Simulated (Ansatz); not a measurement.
A relaxed cell of Ca2B5 is given with its symmetry left out. The cell was found from a structure generator's guess, not taken from experiment.

Theory: DFT PBE, scalar-relativistic, plane waves, PAW in Ansatz. Cutoff 420 eV, Γ-centred mesh, Gaussian smearing, no spin polarisation.

```cif
data_structure
_symmetry_space_group_name_H-M 'P 1'
_symmetry_Int_Tables_number 1
_cell_length_a 5.6678
_cell_length_b 5.6678
_cell_length_c 4.9633
_cell_angle_alpha 90.000
_cell_angle_beta 90.000
_cell_angle_gamma 120.000
_cell_volume 138.08
loop_
_atom_site_label
_atom_site_type_symbol
_atom_site_fract_x
_atom_site_fract_y
_atom_site_fract_z
_atom_site_occupancy
Ca1 Ca 0.33333 0.66667 0.00000 1
Ca2 Ca 0.66667 0.33333 0.00000 1
B1 B 0.50000 0.00000 0.50000 1
B2 B 0.00000 0.50000 0.50000 1
B3 B 0.50000 0.50000 0.50000 1
B4 B 0.33333 0.66667 0.50000 1
B5 B 0.66667 0.33333 0.50000 1
```

Formation energies are uncorrected and refer to the elements' standard structures at the same level.

(1) What space group does it have?

(2) What is its formation energy per atom?

(3) Is it a metal?

Results:

(1) P6/mmm (No. 191). Conventional cell: a = 5.668 Å, c = 4.963 Å. Around Ca lie 2 B at 2.48 Å, 6 B at 2.97 Å and 3 Ca at 3.27 Å; around B on a site of symmetry mmm lie 2 B at 1.64 Å, 4 B at 2.83 Å and 4 Ca at 2.97 Å; B on a site of symmetry -6m2 is surrounded by 3 B at 1.64 Å and 2 Ca at 2.48 Å.

(2) +0.48 eV/atom. A positive value: parting into the elements would lower its energy.

(3) Yes, bands cross the Fermi level on the 9×9×8 mesh.

The last run used a 9×9×8 mesh (in the run's order of axes) for its 7-atom cell and Gaussian smearing of 0.10 eV. The cell is a metal run without spin; a magnetic state may lie lower. A structure relaxed within its symmetry needn't be a true minimum.
